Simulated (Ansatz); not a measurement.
TiSiB:
Space group Cmcm (No. 63); a = 3.3089 Å, b = 13.2685 Å, c = 3.0679 Å, α = 90.00°, β = 90.00°, γ = 90.00°

```tsv
atom	site	symmetry	x	y	z
Si	4c	m2m	0.0000	0.7014	0.2500
B	4c	m2m	0.0000	0.5313	0.2500
Ti	4c	m2m	0.0000	0.0935	0.7500
```
(The calculation used a cell of 6 atoms; values per cell refer to that cell.)

Relaxed with PBE.

Task: Which orbitals make up the states near the Fermi level in plane-wave PAW PBE (Ansatz code)?

Result: Within 0.5 eV of the Fermi level: Ti 3d 66 %, Si 3p 20 %, B 2p 7 %. Projections are on Löwdin-orthogonalised atomic valence shells; empty p or d shells of many metals are not among them.

Task: Tabulate the density of states.

Result: States/eV per cell of 6 atoms, in 0.25 eV bins, energy from the Fermi level.

```tsv
E (eV)	total	Ti 3d	Si 3p	B 2p
-7.85	1.31	0.16	0.27	0.30
-7.60	1.39	0.18	0.28	0.32
-7.35	1.19	0.16	0.25	0.29
-7.10	1.08	0.15	0.23	0.27
-6.85	0.98	0.14	0.19	0.27
-6.60	0.87	0.13	0.16	0.27
-6.35	1.06	0.14	0.18	0.37
-6.10	1.45	0.17	0.31	0.55
-5.85	1.49	0.18	0.42	0.53
-5.60	1.03	0.13	0.35	0.32
-5.35	1.56	0.19	0.70	0.42
-5.10	2.02	0.28	0.85	0.60
-4.85	2.84	0.38	0.97	1.10
-4.60	2.04	0.33	0.65	0.80
-4.35	2.10	0.36	0.66	0.85
-4.10	2.28	0.41	0.70	0.94
-3.85	2.46	0.45	0.80	0.99
-3.60	2.65	0.52	0.81	1.10
-3.35	2.50	0.54	0.67	1.09
-3.10	2.13	0.48	0.52	0.95
-2.85	2.14	0.55	0.46	0.94
-2.60	2.37	0.67	0.57	0.86
-2.35	2.85	1.00	0.67	0.87
-2.10	3.04	1.27	0.69	0.76
-1.85	2.73	1.24	0.70	0.50
-1.60	3.36	1.68	0.89	0.44
-1.35	4.11	2.10	1.20	0.40
-1.10	4.57	2.66	1.04	0.41
-0.85	3.33	1.96	0.70	0.33
-0.60	2.50	1.52	0.52	0.22
-0.35	2.18	1.39	0.42	0.18
-0.10	2.40	1.55	0.49	0.19
0.15	2.15	1.44	0.44	0.14
0.40	1.74	1.23	0.31	0.10
0.65	1.45	1.07	0.17	0.11
0.90	1.70	1.28	0.17	0.13
1.15	1.08	0.79	0.12	0.09
1.40	1.58	1.17	0.17	0.12
1.65	2.65	1.88	0.27	0.21
1.90	4.02	2.87	0.41	0.30
2.15	4.10	3.00	0.37	0.28
2.40	4.46	3.27	0.38	0.29
2.65	5.56	4.00	0.46	0.40
2.90	4.90	3.47	0.40	0.31
3.15	5.19	3.68	0.43	0.44
3.40	6.74	4.51	0.75	0.66
3.65	5.66	3.48	0.62	0.58
3.90	3.69	2.01	0.49	0.40
4.15	3.82	1.94	0.59	0.41
4.40	2.99	1.33	0.53	0.30
4.65	4.04	1.83	0.71	0.50
4.90	3.01	1.18	0.56	0.42
```

The start of the workflow was typed in or built on a structure type; neither database checked (COD, Materials Project) lists it. Its standing as an ambient phase is unchecked. The cell was relaxed with PBE under the symmetry of its start; whether a distortion lowers the energy is not shown. The run is not spin-polarised.

Potentials: the earlier of the program's two PAW sets.
